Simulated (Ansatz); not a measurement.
Given:

BeS:
```
BeS
1.0
    2.83463     1.64624     0.00000
   -2.83463     1.64624     0.00000
   -1.90613     0.00000     5.34980
Be S
2 2
Direct
  0.50000   0.00000   0.00000
  0.00000   0.50000   0.50000
  0.28438   0.28438   0.25000
  0.71562   0.71562   0.75000
```

This is the PBE-relaxed structure.

All from DFT-PBE in the program Ansatz with PAW potentials, unless another level is named. Estimate the band gap.

1.09 eV (indirect).

What about the smallest direct gap on the standard path?

1.61 eV.

And the electron effective mass?

0.29, 0.51, 1.2 mₑ (principal values).

And the weight of the conduction-edge state by species (Voronoi cells)?

Be 66 %, S 34 %.

Space group C2/c. The cell is a constructed one: a structure type filled with these elements; neither database checked (COD, Materials Project) lists it. COD files the formula under space group No. 216, so this cell is another polymorph or a model. Whether it is the stable phase at ambient conditions was not checked. Symmetry was held in the PBE relaxation; whether a distortion lowers the energy is not shown.

Potentials: the later of the program's two PAW sets.
